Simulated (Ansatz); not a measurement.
LiCl:
```xyz
2
Lattice="0.0000 2.5562 2.5562 2.5562 0.0000 2.5562 2.5562 2.5562 0.0000" Properties=species:S:1:pos:R:3 pbc="T T T"
Li     0.0000     0.0000     0.0000
Cl     2.5562     2.5562     2.5562
```

Relaxed with r²SCAN.

Task: Give the optical modes at the zone centre with their infrared and Raman activity from DFPT, DFT-r²SCAN in the program Ansatz with PAW potentials.

Result: Transverse frequencies, without the LO–TO term; a row sums one degenerate level.

| ω (cm⁻¹) | degeneracy | IR ((D/Å)²/amu) | Raman (Å⁴/amu) | activity | symmetry |
|---|---|---|---|---|---|
| 192 | 3 | 16.37 | 0 | IR | T1u |

Task: How high does the top mode go among those that the LO–TO term moves?

Result: 400 cm⁻¹ for q along x.

Space group Fm-3m (rock salt). The cell was relaxed with r²SCAN under the symmetry of its start; phonons on a q-mesh show no instability.

Potentials: the later of the program's two PAW sets.
